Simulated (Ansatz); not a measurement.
An Ansatz (a first-principles code) run. Input:

Ansatz 0.2 input:
```yaml
crystal:
  lattice:
    - [1.4861663035, -5.180088453, 0.0]
    - [1.4861663035, 5.180088453, 0.0]
    - [0.0, 0.0, 2.7219461268]
  atoms:
    - { symbol: Si, position: [0.0, 0.0, 0.0] }
    - { symbol: Co, position: [0.3642548927, 0.6357451073, 0.5] }
    - { symbol: Co, position: [0.6357451073, 0.3642548927, 0.5] }
    - { symbol: B, position: [0.2058791721, 0.7941208279, 0.0] }
    - { symbol: B, position: [0.7941208279, 0.2058791721, 0.0] }
kpoints:
  mp_grid: { grid: [14, 14, 15] }
hamiltonian:
  xc: r2scan
  pseudopotentials: { azcp: { folder: ./paw }, kind: paw }
scf:
  occupations: { method: gaussian, width: 0.05 }
checkpoint: { read: metal.run }
output: { write_density: true, elf: true, volumetric_format: npy }
basis: { fft_grid_basis: typed }
```

Output (shortened):

```
Pseudopotential: Si, paw, valence charge 4
Pseudopotential: Co, paw, valence charge 17
Pseudopotential: B, paw, valence charge 3
Functional definition: r2SCAN
Crystal: 5 atoms, lattice volume = 41.910 Å³
Basis set: ecut = 500 eV, 1051 PW (Γ), exchange–correlation on 160×160×80 points (64 copies of the dense FFT grid, shifted against one another)
Bands: 32, of which v1, the nominal top of the filled ones, is band 22 counted from 1 (21 counted from 0)
Symmetry: 8 space group operations
Space group: Cmmm (ITA 65), of the structure as read, at distance tolerance 3.5e-5 Å
k-points: 456 of 2940
Stability of the state it starts from, as read at its close in the unpolarized treatment …
iter 1 solved again at ethr=2.37e-7 eV; its pass at ethr=3.10e-3 eV (dr2=1.04e-4 eV) is discarded
SCF iter   1: F=—  HF=-11215.622206 eV  |F-HF|=—  |Δ(HF+E_count)|=         —  Δρ=8.76e-7  dr2=9.08e-11  dr2_τ=4.41e-11  ethr=2.37e-7  ⟨swp⟩=2.9  Hψ=100390  notcnv=0
preconditioner: auto → Kerker (q_TF=auto, 2.751 Å⁻¹)
SCF iter   2: F=—  HF=-11215.622205 eV  |F-HF|=—  |Δ(HF+E_count)|=   7.41e-7  Δρ=1.14e-6  dr2=2.80e-10  dr2_τ=4.82e-11  ethr=1.00e-12  ⟨swp⟩=7.1  Hψ=66051  notcnv=0
SCF iter   3: F=-11215.622205 eV  HF=-11215.622205 eV  |F-HF|=1.82e-11  |Δ(HF+E_count)|=  4.37e-11  Δρ=3.60e-7  dr2=1.65e-11  dr2_τ=1.44e-11  ethr=1.00e-12  ⟨swp⟩=1.4  Hψ=31359  notcnv=0
SCF 1 converged in 3 iterations: F = -11215.622205 eV  dr2 = 1.65e-11
SCF converged after 3 iterations
Free energy (F): -11215.622205 eV
Harris-Foulkes:  -11215.622205 eV  (|F-HF|=1.82e-11)
Internal energy: -11215.619782 eV  (E = F + TS)
E sigma→0 (E₀):  -11215.620993 eV
Entropy (-TS):   -0.002423 eV (-0.485 meV/atom)
Fermi energy:    17.744295 eV
--- Per-component energies (eV) ---
  E_band       = -474.886303
  E_kinetic    = 741.120911
  E_local      = -6536.935051  (includes V_loc(G=0)·N_el)
  E_nonlocal   = 924.639295
  E_hartree    = 2985.699475
  E_xc         = -293.934986
  E_vxc        = -398.626951  (∫ρ·V_xc dr)
  E_paw        = -3862.096413  (= ΣΔE_a)
  E_vpaw       = -1202.113644  (= ΣTr[D̂ρ^β])
  E_aug_tail   = -0.000136  (compensation charges beyond the density's cutoff)
  E_vtau       = 25.629959  (kinetic-family band-sum trace: ∫τ·v_τ [+ j·A + Jᵃ·Aᵃ] dr)
  E_ewald      = -5173.409149
  E_core_change = -0.703728  (= ΣΔE_core)
  E_smearing   = -0.002423  (= −TS)
  E_closure    = 0.000000  (closes the sum)
  Σ components = -11215.622205   (vs F -11215.622205, Δ=0.00e0)
  [band-id]    e_kinetic+e_local+e_nonlocal+2·e_hartree+e_vxc+e_vpaw+e_augmentation_tail+e_vtau = -474.886665   (vs E_band -474.886303, Δ=-3.63e-4)
--- Band table (eV; the first three rows and the last of 456) ---
  k-point 0: bands = ["-80.8285", "-80.8222", "-42.7920", "-42.7839", "-42.7374", "-42.7369", "-42.7263", "-42.6685", "1.6606", "6.5749", "6.9913", "12.7825", "13.7107", "13.7947", "13.8346", "14.3249", "15.3836", "16.2933", "16.4027", "16.5343", "17.0911", …
  k-point 1: bands = ["-80.8282", "-80.8219", "-42.7955", "-42.7873", "-42.7370", "-42.7365", "-42.7260", "-42.6682", "1.7464", "6.6240", "7.0767", "12.7740", "13.5845", "13.7963", "13.8581", "14.3276", "15.3882", "16.1432", "16.2964", "16.4491", "17.0857", …
  k-point 2: bands = ["-80.8275", "-80.8211", "-42.8054", "-42.7968", "-42.7358", "-42.7355", "-42.7250", "-42.6673", "2.0016", "6.7682", "7.3300", "12.7435", "13.0916", "13.9127", "13.9198", "14.2912", "15.3766", "15.8889", "16.0629", "16.2238", "17.0647", …
  k-point 455: bands = ["-80.8203", "-80.8179", "-42.8684", "-42.8640", "-42.7310", "-42.7162", "-42.7021", "-42.6873", "5.3847", "7.0239", "8.8918", "9.7801", "12.1877", "12.6514", "13.5312", "13.8865", "14.7809", "15.2231", "15.4272", "16.7103", "17.1945", …
```

Cost: very roughly 50 core-seconds on shared cores.

The start of the workflow was typed in or built on a structure type; neither database checked (COD, Materials Project) lists it. Whether it is the stable phase at ambient conditions was not checked. The cell was relaxed with r²SCAN under the symmetry of its start; whether a distortion lowers the energy is not shown. No spin polarisation was allowed.

Potentials: the earlier of the program's two PAW sets. The files were generated under PBE; for other functionals the program regenerates the frozen cores, and for LDA and PBEsol the local potential too.

Ansatz is a plane-wave DFT program.
